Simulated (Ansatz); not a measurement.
**Two states of Gd**

```
CELL_PARAMETERS angstrom
3.61098 0.00000 0.00000
-1.80549 3.12720 0.00000
0.00000 0.00000 5.74281
ATOMIC_POSITIONS crystal
Gd 0.33333 0.66667 0.25000
Gd 0.66666 0.33333 0.75000
```

Single point in Ansatz 0.2.0 with PBE. Cutoff 420 eV, PAW datasets, 8×8×4 Γ-centred k mesh, fermi-dirac filling (width 0.1 eV).

State A: Gd1 up, Gd2 up (collinear spin). State B: Gd1 down, Gd2 up (collinear spin).

Problem. Which state is lower, and how do they differ?

Solution. State B is lower by 10.5 meV an atom at zero smearing; in free energy at this smearing B lies -8.9 meV an atom from A.

```json
{"state": "A", "free energy (meV/atom)": "8.9", "largest moment in a small sphere (μB)": "7.32", "net moment (μB/cell)": "15.20", "gap on mesh (eV)": "metal", "pressure (GPa)": "1.4", "largest force (eV/Å)": "0.00"}
{"state": "B", "free energy (meV/atom)": "0.0", "largest moment in a small sphere (μB)": "7.22", "net moment (μB/cell)": "0.00", "gap on mesh (eV)": "metal", "pressure (GPa)": "0.8", "largest force (eV/Å)": "0.00"}
```

Origin: a database entry at a rescaled volume. Caveats: f shells without a U or exact exchange are poorly placed.
